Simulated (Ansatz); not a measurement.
A trial cell of YAl2N3, before relaxation:

```
CELL_PARAMETERS angstrom
3.55975 0.00000 0.00000
-1.77988 3.08283 0.00000
0.00000 0.00000 8.92954
ATOMIC_POSITIONS crystal
Y 0.00000 0.00000 0.00000
Al 0.33333 0.66667 0.53125
Al 0.66667 0.33333 0.46875
N 0.50000 0.00000 0.00000
N 0.00000 0.50000 0.00000
N 0.50000 0.50000 0.00000
```

These are results of DFT PBE, scalar-relativistic, plane waves, PAW in Ansatz 0.2.0, not measurements. Cutoff 420 eV, Gaussian smearing, Γ-centred meshes. Cell and atoms relax first on a coarse mesh and then on a finer one. In between, the cell is made exact in the group found at 0.06 Å. In metals the finer mesh still leaves noise of several meV/atom or more. The steps can't lower the symmetry of their start. No spin polarisation in the relaxation; trial moments died out in a coarse test.

A guess keeps its type if space group and coordination stay and the shape of the cell changes little (axis ratios within about 15 %, angles within 6°); the volume may change.

**Question.** Does it keep its structure type, or change into something else?

**Answer.** It doesn't keep its type. The symmetry goes from P-3m1 (No. 164) to P6/mmm (No. 191). The volume per atom shrinks by 33.0 %, from 16.3 to 10.9 Å³. The shortest distance goes from 1.78 Å (Y–N and N–N) to 2.06 Å (Al–N). Counting neighbours within 15 % of an atom's shortest distance, the start has Al 3, N 6, Y 6 and the end Al 6, N 4, Y 8. In detail, at the end Y has 6 N at 2.59 Å, 2 Y at 2.82 Å and 12 Al at 3.31 Å; around Al lie 6 N at 2.06 Å, 2 Al at 2.82 Å, 3 Al at 2.99 Å and 6 Y at 3.31 Å; around N lie 4 Al at 2.06 Å, 4 N at 2.59 Å and 2 Y at 2.59 Å.

```
Y Al N
1.0
     5.18583    0.00000    0.00000
    -2.59291    4.49106    0.00000
     0.00000    0.00000    2.82060
Y Al N
1 2 3
Direct
  0.00000 0.00000 0.00000
  0.33333 0.66667 0.50000
  0.66667 0.33333 0.50000
  0.50000 0.00000 0.00000
  0.00000 0.50000 0.00000
  0.50000 0.50000 0.00000
```

The last run used a 12×12×14 mesh (in the run's order of axes) for its 6-atom cell and Gaussian smearing of 0.10 eV. A structure relaxed within its symmetry needn't be a true minimum. Another cell of YAl2N3 relaxed alike, in Cmc2_1 (a Materials Project cell), lies 0.95 eV/atom lower, so this cell isn't the stable form at this level.
